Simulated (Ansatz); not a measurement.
TiC:
```yaml
crystal:
  lattice:
    - [0.00000, 2.16393, 2.16393]
    - [2.16393, 0.00000, 2.16393]
    - [2.16393, 2.16393, 0.00000]
  atoms:
    - { symbol: C, position: [0.00000, 0.00000, 0.00000] }
    - { symbol: Ti, position: [0.50000, 0.50000, 0.50000] }
```

Relaxed with r²SCAN.

Task: Decompose the optical modes at the zone centre into irreducible representations, and say which are infrared and Raman allowed.

Result: Point group m-3m: Γ_opt = T1u. Infrared: T1u. Raman: none.

Task: Assign frequencies (DFPT, r²SCAN in the plane-wave PAW code Ansatz).

Result: T1u 510 cm⁻¹.

Space group Fm-3m (rock salt). The r²SCAN relaxation kept the symmetry of its start; of distortions, only those at the zone centre were tested. No spin polarisation was allowed. As this level gives no gap, phonon frequencies hold no LO–TO term and depend on the k-mesh and smearing (Fermi–Dirac, 0.1 eV here).

Potentials: the later of the program's two PAW sets.
